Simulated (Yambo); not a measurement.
## GaSb: sweep of GW parameters

G0W0@LDA for GaSb (zinc blende, space group F-43m, No. 216) in Yambo. Reference settings: 4×4×4 Γ-centred k mesh, 133 bands and a 10 Ry block in the screening, 133 bands in G with the Bruneval-Gonze terminator, plasmon pole fitted at 27.2 eV. The LDA gap Γ → Γ on this mesh is 0.07 eV; G0W0 gaps are taken between the same points.

| change from the reference | G0W0 gap Γ → Γ (eV) | shift of the valence edge (eV) | rough Yambo cost |
|---|---|---|---|
| reference settings | 0.83 | -0.66 | 1 |
| 102 bands in W, 102 bands in G | 0.85 | -0.62 | within a factor of two |
| wavefunctions cut at 30 Ry | 0.82 | -0.64 | within a factor of two |
| exchange cut at 40 Ry | 0.81 | -0.64 | – |
| exchange cut at 10 Ry | 1.03 | -0.41 | – |
| 31 bands in W, 31 bands in G, 6 Ry block | 1.02 | -0.19 | about 1/6 |
| 31 bands in W, 31 bands in G, 4 Ry block | 1.02 | -0.16 | about 1/5 |
| 47 bands in W, 47 bands in G, 4 Ry block | 0.96 | -0.33 | about 1/3 |
| 47 bands in W, 47 bands in G, 8 Ry block | 0.96 | -0.41 | about 1/2 |
| 72 bands in W, 72 bands in G, 6 Ry block | 0.90 | -0.51 | about 1/2 |
| 102 bands in W, 102 bands in G, 6 Ry block | 0.86 | -0.57 | within a factor of two |
| 4 Ry block | 0.85 | -0.50 | within a factor of two |
| 2×2×2 mesh | 1.11 | -0.76 | about 1/10 |
| 6×6×6 mesh | 0.78 | -0.69 | about 9× |
| 72 bands in W, 72 bands in G, 4 Ry block, no terminator | 0.93 | -0.35 | about 1/3 |

The reference isn't shown to be the converged limit. Costs are rough (shared machines), scaled to the same edge states, and given only for runs that recompute the screening.

Without spin-orbit coupling, band edges of such heavy elements can be off by tenths of an eV. So small a LDA gap in heavy elements may be inverted, where one-shot corrections to single bands mislead.

The standard potentials for Ga, Sb keep a d shell in the valence without the s and p states of that shell. In tests on such compounds this moved G0W0 gaps by up to about 0.9 eV, so absolute quasiparticle energies here are unreliable; differences between settings are what counts.

Geometry relaxed with LDA; primitive cell a = b = c = 4.276 Å, α = β = γ = 60.00°.

A shift is the quasiparticle energy of the state minus its LDA energy.
